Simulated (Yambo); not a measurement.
Yambo run on Cd3ZnS4 (space group P-43m, No. 215). The wavefunctions come from this Quantum ESPRESSO step (PBEsol, PseudoDojo standard norm-conserving files, scalar-relativistic):

```
&CONTROL
  calculation = 'nscf'
  pseudo_dir = './pseudo'
  outdir = './out'
/
&SYSTEM
  ibrav = 0
  nat = 8
  ntyp = 3
  ecutwfc = 102.0
  ecutrho = 408.0
  occupations = 'fixed'
  force_symmorphic = .true.
  nbnd = 371
/
&ELECTRONS
  conv_thr = 8e-09
  diago_full_acc = .true.
  diago_thr_init = 1e-08
/
ATOMIC_SPECIES
S 32.0600 S.upf
Zn 65.3800 Zn.upf
Cd 112.4140 Cd.upf
CELL_PARAMETERS angstrom
  5.759550000000   0.000000000000   0.000000000000
  0.000000000000   5.759550000000   0.000000000000
  0.000000000000   0.000000000000   5.759550000000
ATOMIC_POSITIONS crystal
S   0.763610000000   0.763610000000   0.236390000000
S   0.763610000000   0.236390000000   0.763610000000
S   0.236390000000   0.236390000000   0.236390000000
S   0.236390000000   0.763610000000   0.763610000000
Zn   0.000000000000   0.000000000000   0.000000000000
Cd   0.000000000000   0.500000000000   0.500000000000
Cd   0.500000000000   0.000000000000   0.500000000000
Cd   0.500000000000   0.500000000000   0.000000000000
K_POINTS automatic
2 2 2 0 0 0
```

Yambo input:

```
rim_cut
gw0
dyson
el_el_corr
HF_and_locXC
ppa
em1d
RandQpts= 1000000
RandGvec= 1 Ry
EXXRLvcs= 102 Ry
VXCRLvcs= 408 Ry
Chimod= "HARTREE"
% BndsRnXp
 17 | 368 |
%
NGsBlkXp= 8 Ry
% LongDrXp
 1.0 | 1.0 | 1.0 |
%
PPAPntXp= 27.2114 eV
% GbndRnge
 1 | 368 |
%
GTermKind= "BG"
DysSolver= "n"
ExtendOut
% QPkrange
 1 | 1 | 52 | 53 |
 2 | 2 | 52 | 53 |
 3 | 3 | 52 | 53 |
 4 | 4 | 52 | 53 |
%
```

k points by index: 1 = Γ, 2 = X, 3 = M, 4 = R.

Table of the .qp output:

```
#    K-point    Band    Eo [eV]    E [eV]    E-Eo [eV]    Vxc [eV]    Vnlxc [eV]    Sc|Eo [eV]    Sc|E [eV]    dSc/dw|Eo [eV]    Re(Z)    Im(Z)
#
    1    52    0.000000    -0.768736    -0.768736    -15.42630    -18.51196    2.102004    2.316931    -7.606820    0.781525    -0.001436
    1    53    1.134778    1.436307    0.301529    -10.95430    -6.823896    -3.757319    -3.828871    -6.454859    0.808267    -0.001335
    2    52    -0.871567    -1.670795    -0.799228    -14.18120    -17.43187    2.226952    2.451443    -7.642135    0.780733    -0.001471
    2    53    3.565071    3.843205    0.278134    -11.60126    -7.297342    -3.956313    -4.025788    -6.794133    0.800203    -0.001394
    3    52    -0.473620    -1.257887    -0.784267    -14.42006    -17.55490    2.131081    2.350572    -7.614478    0.781353    -0.001453
    3    53    3.848213    4.292694    0.444481    -11.85876    -7.158825    -4.144653    -4.255450    -6.781069    0.800510    -0.001426
    4    52    -0.554476    -1.350839    -0.796363    -14.56853    -17.79269    2.203518    2.427797    -7.662423    0.780279    -0.001462
    4    53    2.778178    3.070592    0.292414    -10.86719    -6.581394    -3.925070    -3.993384    -6.354596    0.810681    -0.001342
```
(The two width columns are left out.) Convergence of these settings isn't established.

Spin-orbit coupling is not included.

Geometry of the Materials Project entry, not relaxed at this level.

The structure is a Materials Project entry; no match was found in the copy of COD used, and its stability was not checked.
